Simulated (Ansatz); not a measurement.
## All-electron card of Hf

```
Hf
1.0
     3.19670    0.00000    0.00000
    -1.59835    2.76842    0.00000
     0.00000    0.00000    5.05780
Hf
2
Direct
  0.33333 0.66667 0.25000
  0.66667 0.33333 0.75000
```

Atoms are numbered in the order listed.

The geometry is COD entry 9008501, unchecked; take it as a test cell.

No spin–orbit coupling, which matters for the heavy atoms here.

The calculation used DFT, PBEsol, all-electron LAPW, scalar-relativistic (Ansatz 0.2.0).

Settings: a Γ-centred 13×13×7 k mesh, Fermi–Dirac smearing of 0.05 eV, basis error target 0.5 meV/atom, no spin polarisation.

```
Band gap        : none: bands cross the Fermi level, a metal
Volume per atom : 22.38 Å³
```

Problem. Density of states at the Fermi level (0.2 eV bin): what does the calculation give?

Solution. 1.49 states/eV per cell.

Problem. Stress xx, yy, zz (compression positive): what does the calculation give?

Solution. -3.63, -3.63, -3.84 GPa.

Problem. Give the computed value. Pressure at this cell.

Solution. -3.70 GPa.
